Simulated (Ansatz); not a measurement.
What DFT gives for WSe2

```
W Se
1.0
     3.28948    0.00000    0.00000
    -1.64474    2.84877    0.00000
     0.00000    0.00000   12.96796
W Se
2 4
Direct
  0.33333 0.66667 0.25000
  0.66667 0.33333 0.75000
  0.33333 0.66667 0.62100
  0.66667 0.33333 0.12100
  0.33333 0.66667 0.87900
  0.66667 0.33333 0.37900
```

Level: LDA, no spin polarisation; 420 eV; 12×12×3 Γ-centred mesh; fermi-dirac occupations (width 0.1242 eV); Ansatz 0.2.0, fixed geometry.

What is the band gap?

The gap is 0.92 eV, indirect (the least direct gap found is 1.51 eV). A semilocal functional usually gives too small a gap.

Where is the largest force?

The largest is on Se3 (and as large on other atoms): 0.35 eV/Å, components (0.00, 0.00, 0.35). It makes 49° with the line to a nearest neighbour, W2 at 2.53 Å.

What is the character of the valence top and the conduction bottom?

Within 0.7 eV of the edges, the states project mainly on W d (67 %) and Se p (27 %) below the gap and on W d (64 %) and Se p (28 %) above it.

What do density and ELF say about some of the short contacts?

W–Se at 2.53 Å: least valence density 0.55 e/Å³ and ELF 0.52 there. Both are smooth PAW fields, read partly inside the augmentation spheres.

Origin: a database entry at a rescaled volume. Caveats: no spin-orbit coupling, which can shift this gap by tenths of an eV.
